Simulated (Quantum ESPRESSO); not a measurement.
Si3O4FN, one run as intended and one with a planted mistake

A calculation, not a measurement. The program is pw.x of Quantum ESPRESSO 7.5 (plane-wave density functional theory). The cell is made up: 9 atoms on a quartz lattice, with randomly drawn elements, strain and displacements, not relaxed. PseudoDojo standard norm-conserving files (v0.5 for PBE, v0.4.1 for LDA and PBEsol) set the functional; there is no spin polarisation, spin-orbit coupling or dispersion term, and the masses in the input are unused placeholders.

Intended input:

```
&control calculation='scf', pseudo_dir='./dojo.nc.sr.pbe.v0_5.standard.upf', outdir='./o', disk_io='medium', tprnfor=.true., tstress=.true. /
&system ibrav=0, nat=9, ntyp=4, nbnd=30, ecutwfc=84.00895049, nosym=.true., tot_charge=0,
 occupations='smearing', smearing='fd', degauss=0.0018374661
/
&electrons conv_thr=7.350e-09, electron_maxstep=60, /
ATOMIC_SPECIES
F 1.0 F.upf
N 1.0 N.upf
O 1.0 O.upf
Si 1.0 Si.upf
CELL_PARAMETERS angstrom
5.1379 0.0 0.0
-2.5689 4.4495 0.0
0.0 0.0 5.6394
ATOMIC_POSITIONS angstrom
Si 2.3745 -0.0453 3.8214
Si -1.2752 2.0325 1.8872
Si 1.3572 2.344 -0.0689
O 1.4286 1.1334 4.4285
F 3.4084 0.6843 2.5052
O 2.8751 2.557 0.6699
O 0.3136 1.7793 1.2128
O -1.1518 3.287 3.0841
N 0.8111 3.8174 4.9835
K_POINTS automatic
5 5 4 1 1 1
```

The log is shortened where brackets say so; the opening notice, blank lines, dates and the lines on written files are dropped, and the path of the files is cut. It prints rydbergs, bohrs and kilobars, and counts compression as positive stress. Where no state is partly filled, the Fermi energy that it prints is only some level between the filled and the empty states on the mesh, and need not lie in the true gap.

Log of the intended run:

```
     Program PWSCF v.7.5
     Parallel version (MPI & OpenMP), running on       1 processor cores
     Number of MPI processes:                 1
     Threads/MPI process:                     1
     [start-up lines left out]
     bravais-lattice index     =            0
     lattice parameter (alat)  =       9.7092  a.u.
     unit-cell volume          =     870.0142 (a.u.)^3
     number of atoms/cell      =            9
     number of atomic types    =            4
     number of electrons       =        48.00
     number of Kohn-Sham states=           30
     kinetic-energy cutoff     =      84.0090  Ry
     charge density cutoff     =     336.0358  Ry
     scf convergence threshold =      7.3E-09
     mixing beta               =       0.7000
     number of iterations used =            8  plain     mixing
     Exchange-correlation= PBE
                           (   1   4   3   4   0   0   0)
     [axes and pseudopotential details left out]
   Cartesian axes
     site n.     atom                  positions (alat units)
         1        Si     tau(   1) = (   0.4621538  -0.0088168   0.7437669  )
         2        Si     tau(   2) = (  -0.2481948   0.3955896   0.3673096  )
         3        Si     tau(   3) = (   0.2641546   0.4562175  -0.0134101  )
         4        O      tau(   4) = (   0.2780513   0.2205960   0.8619280  )
         5        F      tau(   5) = (   0.6633839   0.1331867   0.4875922  )
         6        O      tau(   6) = (   0.5595866   0.4976741   0.1303840  )
         7        O      tau(   7) = (   0.0610366   0.3463088   0.2360497  )
         8        O      tau(   8) = (  -0.2241772   0.6397555   0.6002647  )
         9        N      tau(   9) = (   0.1578661   0.7429884   0.9699488  )
     number of k points=    50  Fermi-Dirac smearing, width (Ry)=  0.0018
                       cart. coord. in units 2pi/alat
        k(    1) = (   0.1000000   0.1732060   0.1138840), wk =   0.0400000
        k(    2) = (   0.1000000   0.1732060   0.3416520), wk =   0.0400000
     [further k points left out]
     Dense  grid:    90447 G-vectors     FFT dimensions: (  60,  60,  64)
     Estimated max dynamical RAM per process >     115.63 MB
     Initial potential from superposition of free atoms
     starting charge      47.9981, renormalised to      48.0000
     Starting wfcs are   36 randomized atomic wfcs
     total cpu time spent up to now is       14.6 secs
     per-process dynamical memory:    70.7 Mb
     Self-consistent Calculation
     iteration #  1     ecut=    84.01 Ry     beta= 0.70
     Davidson diagonalization with overlap
     ethr =  1.00E-02,  avg # of iterations =  3.0
     total cpu time spent up to now is       45.2 secs
     total energy              =    -227.18532688 Ry
     estimated scf accuracy    <       2.60903766 Ry
     iteration #  2     ecut=    84.01 Ry     beta= 0.70
     Davidson diagonalization with overlap
     ethr =  5.44E-03,  avg # of iterations =  3.1
     total cpu time spent up to now is       71.7 secs
     total energy              =    -227.75693228 Ry
     estimated scf accuracy    <       2.69097163 Ry
     [iterations 3 to 10 left out]
     iteration # 11     ecut=    84.01 Ry     beta= 0.70
     Davidson diagonalization with overlap
     ethr =  2.24E-09,  avg # of iterations =  2.2
     total cpu time spent up to now is      311.9 secs
     total energy              =    -228.31597100 Ry
     estimated scf accuracy    <       0.00000003 Ry
     iteration # 12     ecut=    84.01 Ry     beta= 0.70
     Davidson diagonalization with overlap
     ethr =  5.31E-11,  avg # of iterations =  3.4
     total cpu time spent up to now is      333.9 secs
     End of self-consistent calculation
     [lines on levels left out]
     the Fermi energy is     4.4838 ev
!    total energy              =    -228.31597101 Ry
     estimated scf accuracy    <          3.0E-09 Ry
     smearing contrib. (-TS)   =       0.00000000 Ry
     internal energy E=F+TS    =    -228.31597101 Ry
     The total energy is F=E-TS. E is the sum of the following terms:
     one-electron contribution =    -116.31936168 Ry
     hartree contribution      =      82.02900148 Ry
     xc contribution           =     -60.42563811 Ry
     ewald contribution        =    -133.59997270 Ry
     convergence has been achieved in  12 iterations
     Forces acting on atoms (cartesian axes, Ry/au):
     atom    1 type  4   force =    -0.03009728   -0.09665007    0.15540059
     atom    2 type  4   force =     0.17082640    0.25818068   -0.15411431
     atom    3 type  4   force =    -0.04549524    0.04161443    0.02661691
     atom    4 type  3   force =     0.01712787    0.01239864   -0.03145219
     atom    5 type  1   force =    -0.03850885   -0.09810547    0.04325556
     atom    6 type  3   force =    -0.01229021   -0.04923459    0.04830315
     atom    7 type  3   force =    -0.06270534    0.01158920    0.02383515
     atom    8 type  3   force =    -0.01226906   -0.06548230   -0.08643409
     atom    9 type  2   force =     0.01341170   -0.01431051   -0.02541076
     Total force =     0.442034     Total SCF correction =     0.000086
     Computing stress (Cartesian axis) and pressure
          total   stress  (Ry/bohr**3)                   (kbar)     P=      -81.52
  -0.00075905   0.00014998   0.00003581         -111.66       22.06        5.27
   0.00014998  -0.00021038  -0.00039396           22.06      -30.95      -57.95
   0.00003581  -0.00039396  -0.00069309            5.27      -57.95     -101.96
     init_run     :     13.58s CPU     14.44s WALL (       1 calls)
     electrons    :    306.10s CPU    319.37s WALL (       1 calls)
     forces       :      3.77s CPU      3.84s WALL (       1 calls)
     stress       :     14.45s CPU     14.52s WALL (       1 calls)
     [timing details left out]
     PWSCF        :   5m38.11s CPU   5m52.66s WALL
     JOB DONE.
```

A second run has one planted mistake: the self-consistency threshold is too loose. The input lines that differ, file-writing options aside:

```
- &electrons conv_thr=7.350e-09, electron_maxstep=60, /
+ &electrons conv_thr=2.205e-03, electron_maxstep=60, /
```

Its log:

```
     Program PWSCF v.7.5
     Parallel version (MPI & OpenMP), running on       1 processor cores
     Number of MPI processes:                 1
     Threads/MPI process:                     1
     [start-up lines left out]
     bravais-lattice index     =            0
     lattice parameter (alat)  =       9.7092  a.u.
     unit-cell volume          =     870.0142 (a.u.)^3
     number of atoms/cell      =            9
     number of atomic types    =            4
     number of electrons       =        48.00
     number of Kohn-Sham states=           30
     kinetic-energy cutoff     =      84.0090  Ry
     charge density cutoff     =     336.0358  Ry
     scf convergence threshold =      2.2E-03
     mixing beta               =       0.7000
     number of iterations used =            8  plain     mixing
     Exchange-correlation= PBE
                           (   1   4   3   4   0   0   0)
     [axes and pseudopotential details left out]
   Cartesian axes
     site n.     atom                  positions (alat units)
         1        Si     tau(   1) = (   0.4621538  -0.0088168   0.7437669  )
         2        Si     tau(   2) = (  -0.2481948   0.3955896   0.3673096  )
         3        Si     tau(   3) = (   0.2641546   0.4562175  -0.0134101  )
         4        O      tau(   4) = (   0.2780513   0.2205960   0.8619280  )
         5        F      tau(   5) = (   0.6633839   0.1331867   0.4875922  )
         6        O      tau(   6) = (   0.5595866   0.4976741   0.1303840  )
         7        O      tau(   7) = (   0.0610366   0.3463088   0.2360497  )
         8        O      tau(   8) = (  -0.2241772   0.6397555   0.6002647  )
         9        N      tau(   9) = (   0.1578661   0.7429884   0.9699488  )
     number of k points=    50  Fermi-Dirac smearing, width (Ry)=  0.0018
                       cart. coord. in units 2pi/alat
        k(    1) = (   0.1000000   0.1732060   0.1138840), wk =   0.0400000
        k(    2) = (   0.1000000   0.1732060   0.3416520), wk =   0.0400000
     [further k points left out]
     Dense  grid:    90447 G-vectors     FFT dimensions: (  60,  60,  64)
     Estimated max dynamical RAM per process >     115.63 MB
     Initial potential from superposition of free atoms
     starting charge      47.9981, renormalised to      48.0000
     Starting wfcs are   36 randomized atomic wfcs
     total cpu time spent up to now is       11.3 secs
     per-process dynamical memory:    88.1 Mb
     Self-consistent Calculation
     iteration #  1     ecut=    84.01 Ry     beta= 0.70
     Davidson diagonalization with overlap
     ethr =  1.00E-02,  avg # of iterations =  3.0
     total cpu time spent up to now is       36.2 secs
     total energy              =    -227.18532688 Ry
     estimated scf accuracy    <       2.60903766 Ry
     iteration #  2     ecut=    84.01 Ry     beta= 0.70
     Davidson diagonalization with overlap
     ethr =  5.44E-03,  avg # of iterations =  3.1
     total cpu time spent up to now is       62.1 secs
     total energy              =    -227.75693228 Ry
     estimated scf accuracy    <       2.69097163 Ry
     [iterations 3 to 4 left out]
     iteration #  5     ecut=    84.01 Ry     beta= 0.70
     Davidson diagonalization with overlap
     ethr =  2.56E-05,  avg # of iterations =  9.1
     total cpu time spent up to now is      135.4 secs
     total energy              =    -228.31565231 Ry
     estimated scf accuracy    <       0.00224672 Ry
     iteration #  6     ecut=    84.01 Ry     beta= 0.70
     Davidson diagonalization with overlap
     ethr =  4.68E-06,  avg # of iterations =  5.8
     total cpu time spent up to now is      161.5 secs
     End of self-consistent calculation
     [lines on levels left out]
     the Fermi energy is     4.4709 ev
!    total energy              =    -228.31570354 Ry
     estimated scf accuracy    <       0.00049024 Ry
     smearing contrib. (-TS)   =       0.00000000 Ry
     internal energy E=F+TS    =    -228.31570354 Ry
     The total energy is F=E-TS. E is the sum of the following terms:
     one-electron contribution =    -116.39452488 Ry
     hartree contribution      =      82.12540209 Ry
     xc contribution           =     -60.44660804 Ry
     ewald contribution        =    -133.59997270 Ry
     convergence has been achieved in   6 iterations
     Forces acting on atoms (cartesian axes, Ry/au):
     atom    1 type  4   force =    -0.03094641   -0.09704918    0.15747633
     atom    2 type  4   force =     0.17090041    0.25860903   -0.15634077
     atom    3 type  4   force =    -0.04538293    0.04115024    0.02673036
     atom    4 type  3   force =     0.01763973    0.01206571   -0.03257970
     atom    5 type  1   force =    -0.03891930   -0.09855753    0.04343105
     atom    6 type  3   force =    -0.01093601   -0.04930389    0.04974852
     atom    7 type  3   force =    -0.06365612    0.01097803    0.02565314
     atom    8 type  3   force =    -0.01146925   -0.06558329   -0.08739386
     atom    9 type  2   force =     0.01276988   -0.01230912   -0.02672507
     Total force =     0.444700     Total SCF correction =     0.039188
     Computing stress (Cartesian axis) and pressure
          total   stress  (Ry/bohr**3)                   (kbar)     P=      -72.13
  -0.00068821   0.00013542   0.00004478         -101.24       19.92        6.59
   0.00013542  -0.00015184  -0.00041586           19.92      -22.34      -61.17
   0.00004478  -0.00041586  -0.00063099            6.59      -61.17      -92.82
     init_run     :     10.94s CPU     11.19s WALL (       1 calls)
     electrons    :    144.92s CPU    150.20s WALL (       1 calls)
     forces       :      3.95s CPU      4.01s WALL (       1 calls)
     stress       :     15.35s CPU     15.44s WALL (       1 calls)
     [timing details left out]
     PWSCF        :   2m55.42s CPU   3m 1.37s WALL
     JOB DONE.
```

|  | intended run | run with the mistake |
| --- | --- | --- |
| free energy (eV) | -3106.397 | -3106.393 |
| smearing term -TS (eV) | 0.0000 | 0.0000 |
| pressure (GPa) | -8.15 | -7.21 |
| largest force component (eV/Å) | 6.638 | 6.649 |
| largest change of a force component (eV/Å) |  | 0.057 |
| iterations | 12 | 6 |

For scale, a rerun of the intended cell at 1437 eV and a 7 x 7 x 6 mesh moved values by no more than 0.002 eV in energy, 0.02 GPa in stress and 0.002 eV/Å in force.